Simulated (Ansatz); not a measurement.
MgH2:
```cif
data_H4Mg2
_chemical_formula_sum 'Mg2 H4'
_space_group_name_H-M_alt 'P42/mnm'
_space_group_IT_number 136
_space_group_name_Hall '-P 4n 2n'
_cell_length_a 4.48492
_cell_length_b 4.48492
_cell_length_c 2.99660
_cell_angle_alpha 90.000
_cell_angle_beta 90.000
_cell_angle_gamma 90.000
loop_
_atom_site_label
_atom_site_type_symbol
_atom_site_symmetry_multiplicity
_atom_site_Wyckoff_symbol
_atom_site_fract_x
_atom_site_fract_y
_atom_site_fract_z
_atom_site_occupancy
Mg1 Mg 2 a 0.00000 0.00000 0.00000 1
H1 H 4 f 0.30461 0.30461 0.00000 1
```

Relaxed at zero pressure with the program Ansatz at the r²SCAN level (PAW).

Task: The volume is lowered by 6 % and shape and atoms relax at that volume. What pressure results, and how do the axes share the change?

Result: 3.5 GPa; a -2.4 %, b -2.4 %, c -1.3 %; the energy rises by 6 meV/atom.

Task: Give the new structure.

Result: 
Space group P4₂/mnm (No. 136); a = b = 4.3758 Å, c = 2.9590 Å, α = β = γ = 90.00°

```csv
atom,site,symmetry,x,y,z
Mg,2a,m.mm,0.0000,0.0000,0.0000
H,4f,m.2m,0.3045,0.3045,0.0000
```

The phase is kept; no other phase was compared at this pressure.

Space group P4_2/mnm (rutile). Symmetry was held in the r²SCAN relaxation; phonons on a q-mesh show no instability.

Potentials: the later of the program's two PAW sets.
